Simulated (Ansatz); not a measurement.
NbAs in space group I4_1md (No. 109; Nb on 4a, As on 4a) at seven volumes, PBE (plane waves, PAW; program Ansatz), shape and atoms relaxed at each. One row is withheld.

```csv
V (Å³/atom),P (GPa)
16.122,?
16.653,11.32
17.185,5.20
17.716,0.00
18.248,-4.44
18.779,-8.21
19.311,-11.41
```

Problem. Fit the shown pressures and predict the withheld one.

Solution. P = (3/2)B₀(x^(7/2) − x^(5/2))[1 + (3/4)(B′ − 4)(x − 1)] with x = (V₀/V)^(2/3). Least squares on the six rows gives V₀ = 17.716 Å³/atom, B₀ = 160 GPa, B′ = 4.38. At V = 16.122, x = 1.0649 and P = 18.56 GPa. The run itself gave 18.51 GPa.

The cell was relaxed with PBE under the symmetry of its start. The run is not spin-polarised.

Potentials: the earlier of the program's two PAW sets.
